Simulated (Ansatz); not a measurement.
**CdTe, first-principles data**

CdTe:
```yaml
crystal:
  lattice:
    - [0.00000, 3.04171, 3.04171]
    - [3.04171, 0.00000, 3.04171]
    - [3.04171, 3.04171, 0.00000]
  atoms:
    - { symbol: Cd, position: [0.00000, 0.00000, 0.00000] }
    - { symbol: Te, position: [0.50000, 0.50000, 0.50000] }
```

Space group Fm-3m (No. 225), rock salt; conventional cell a = b = c = 6.0834 Å, α = β = γ = 90.00°.

Method: plane-wave PAW r²SCAN (Ansatz code). Structure relaxed to zero pressure with the same functional. Other levels are named where they apply.

Cell and energy:

```yaml
volume_per_atom: 28.14 Å³
density: 7.08 g/cm³
Formation energy from the elements (no fitted shifts): -0.40 eV/atom
```

Electronic structure:

```yaml
electronic_character: metallic (no gap)
Density of states at the Fermi level: 0.37 states/eV per atom (mean over ±0.08 eV)
Gap with spin–orbit coupling: none (metallic)
```

Mechanics:

```yaml
Bulk modulus (Birch–Murnaghan fit): 53.2 GPa
Pressure derivative B′: 4.8
```

Charges:

```yaml
bader_charges: Cd +0.69, Te -0.69 e
```

This is a known high-pressure phase of the composition, computed here at zero pressure and temperature. The r²SCAN relaxation kept the symmetry of its start; its stability against distortions is not shown here. The references are the lowest solids computed at this level, not always the standard phases. Scalar-relativistic: spin–orbit coupling is off unless named, which matters more the heavier the elements.

Potentials: the later of the program's two PAW sets.
